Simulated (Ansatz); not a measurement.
LiAu3 (Cu3Au type, Pm-3m), PBE (plane waves, PAW; program Ansatz), all energies at zero smearing, with the estimated change up to a 700 eV cutoff added, with one set of potentials and settings (totals compare only within such a set). Cell of 4 atoms (3 Au, 1 Li): -39654.144 eV.

```json
[
 {"element": "Au", "reference phase": "Fm-3m, 1 atoms in the cell", "E (eV/atom)": "-13149.3277"},
 {"element": "Li", "reference phase": "Fm-3m, 1 atoms in the cell", "E (eV/atom)": "-204.6902"}
]
```

Formation energy per atom, worked out: (-39654.144 − 3×(-13149.3277) − 1×(-204.6902))/4 = -0.368 eV/atom (-35 kJ per mol of atoms), at 0 K, without zero-point energy or fitted corrections.

The workflow started from an entry of the Crystallography Open Database (COD). Whether it is the stable phase at ambient conditions was not checked. Symmetry was held in the PBE relaxation; its stability against distortions is not shown here. The references are the lowest solids computed at this level, not always the standard phases. Spin–orbit coupling is left out wherever it is not named.

Potentials: the later of the program's two PAW sets.
